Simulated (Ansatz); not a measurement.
Re:
```
CELL_PARAMETERS angstrom
      2.75814     0.00000     0.00000
     -1.37907     2.38862     0.00000
      0.00000     0.00000     4.46137
ATOMIC_POSITIONS crystal
  Re 0.33333 0.66667 0.25000
  Re 0.66667 0.33333 0.75000
```

Relaxed with r²SCAN. Special points in fractions of this cell's reciprocal vectors: Γ (0.000, 0.000, 0.000); M (0.500, 0.000, 0.000); K (0.333, 0.333, 0.000); A (0.000, 0.000, 0.500); L (0.500, 0.000, 0.500); H (0.333, 0.333, 0.500).

Q: List the band energies nearest the Fermi level at these points for DFT-r²SCAN with spin–orbit coupling in the program Ansatz with PAW potentials.

A: In eV from the Fermi level; about four levels below and three above (degenerate sets whole), none deeper than 8.9 eV; points with the same levels are listed once.

| k | below | above |
|---|---|---|
| Γ | -1.21 -1.21 -0.39 -0.39 | 0.17 0.17 0.39 0.39 |
| M | -1.51 -1.51 -0.58 -0.58 | 4.20 4.20 4.39 4.39 |
| K | -2.20 -2.20 -0.02 -0.02 | 2.99 2.99 3.40 3.40 |
| A | -1.46 -1.46 -1.46 -1.46 | 2.62 2.62 2.62 2.62 |
| L | -4.33 -4.33 -4.33 -4.33 | 0.27 0.27 0.27 0.27 |
| H | -2.32 -2.32 -0.18 -0.18 | 0.35 0.35 3.49 3.49 |

Space group P6_3/mmc (hcp (Mg type)). The cell was relaxed with r²SCAN under the symmetry of its start; of distortions, only those at the zone centre were tested. The run is not spin-polarised.

Potentials: the earlier of the program's two PAW sets.
